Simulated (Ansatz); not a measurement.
Values for one crystal, relaxed and computed with PBE in the plane-wave PAW code Ansatz; other levels are named.

```yaml
volume_per_atom: 37.80 Å³
band_gap: 1.32 eV (indirect)
mechanical_stability: stable (all eigenvalues of C positive)
Gap with spin–orbit coupling: 1.09 eV
hole_effective_mass: 0.21, 0.82, 0.82 mₑ (principal values)
Poisson's ratio: 0.34
zone_centre_stability: unstable, softest mode 16i cm⁻¹
```

**Question.** Which of these materials gives this?
A. SiC, zinc blende
B. Cs2AgBiBr6, Fm-3m (Bi on 4a, Ag on 4b, Cs on 8c, Br on 24e)
C. GaAs, zinc blende
D. SiO2, P3_121 (Si on 3a, O on 6c)

**Answer.** B, Cs2AgBiBr6, Fm-3m (Bi on 4a, Ag on 4b, Cs on 8c, Br on 24e)

The cell was relaxed with PBE under the symmetry of its start; phonons show weakly imaginary modes. The run is not spin-polarised. Spin–orbit coupling is left out wherever it is not named.

Potentials: the later of the program's two PAW sets.
